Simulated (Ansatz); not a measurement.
**Structures of BeSi: which is lowest?**

Plane-wave DFT in Ansatz with scalar-relativistic PAW potentials, cutoff 420 eV, Γ-centred meshes chosen by cell and gap, Gaussian smearing with energies taken to zero width. Every cell was relaxed (cell and atoms) in a run of its own, within the symmetry of its start. Functional: PBE.

Relaxed structures (starts from databases or built by putting these elements on another compound's sites):
A. R-3m, 2 atoms in the computed cell, a = 2.795 Å, c = 10.478 Å; sites (symmetry × multiplicity) Be -3m × 3, Si -3m × 3; start: built
B. P4/mmm, 4 atoms in the computed cell, a = 2.548 Å, c = 3.434 Å; sites (symmetry × multiplicity) Be 4/mmm × 1, Si 4/mmm × 1; start: built

Rank them by energy. Could pressure change the order?

| structure | group | E − E(lowest) (meV/atom) | V (Å³/atom) | gap on mesh (eV) |
| --- | --- | --- | --- | --- |
| A | R-3m | 0.0 | 11.82 | 0.00 |
| B | P4/mmm | 17.9 | 11.15 | 0.00 |

A is lowest, 18 meV/atom under B. B is denser by 0.67 Å³/atom, so pressure favours it: ΔE/ΔV, with ΔE in eV and 1 eV/Å³ = 160.2 GPa, gives about 4.3 GPa for equal enthalpy if both cells were rigid, a rough figure since the two compress differently. Other structures may lie lower than all of these, and vibrations aren't counted.